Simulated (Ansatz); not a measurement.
Relaxed GaN (zinc blende):

```yaml
crystal:
  lattice:
    - [0.00000, 4.54879, 4.54879]
    - [2.27440, 0.00000, 2.27440]
    - [2.27440, 2.27440, 0.00000]
  atoms:
    - { symbol: N, position: [0.37500, 0.75000, 0.75000] }
    - { symbol: N, position: [0.87500, 0.75000, 0.75000] }
    - { symbol: Ga, position: [0.00000, 0.00000, 0.00000] }
    - { symbol: Ga, position: [0.50000, 0.00000, 0.00000] }
```

A phonon eigenvector at L = (0.5, 0.0, 0.0) is frozen into this cell: atom i moves by Q times the vector below, so Q is the largest atomic displacement, in Å. The cell is held. It is one choice among 2 degenerate patterns. (q is in reciprocal vectors of the primitive cell; the cell shown is doubled to hold the pattern.)

```
atom       x       y       z
----  ------  ------  ------
N1    -0.285   0.520  -0.805
N2     0.285  -0.520   0.805
Ga3   -0.046   0.083  -0.129
Ga4    0.046  -0.083   0.129
```

The numbers are results of PBE (plane waves to 420 eV, PAW, scalar-relativistic; Ansatz, a program for electronic structure), not measurements. k mesh 6×12×12 (Γ-centred), Fermi-Dirac smearing 0.05 eV. Energies are smeared free energies. GaN was relaxed with its symmetry unable to fall. The PAW data are Ansatz's earlier set. The zero of ΔE is the undisplaced structure.

| Q (Å) | ΔE (meV/cell) |
|---|---|
| -0.2800 | 1431 |
| -0.2333 | 969 |
| -0.1867 | 607 |
| -0.1400 | withheld |
| -0.0933 | 148 |
| -0.0467 | 37 |
| 0.0000 | 0 |
| 0.0467 | 37 |
| 0.0933 | 148 |
| 0.1400 | withheld |
| 0.1867 | 607 |
| 0.2333 | 969 |
| 0.2800 | 1431 |

### Question
Fit an even polynomial form (powers 2, 4) to the given rows and predict ΔE at Q = 0.1400.

### Answer
Least squares on the 11 given rows: ΔE = (16770)·Q² + (18950)·Q⁴, in meV/cell with Q in Å; root-mean-square residual 0.4 meV/cell. At 0.1400 the fit gives 336 meV/cell; the calculation gives 336 meV/cell, the same to the digits shown. The quadratic term alone would give 329 meV/cell.

(A displaced cell: forces are minus the slopes of the energy, force constants its curvatures, and phonons follow from these.)
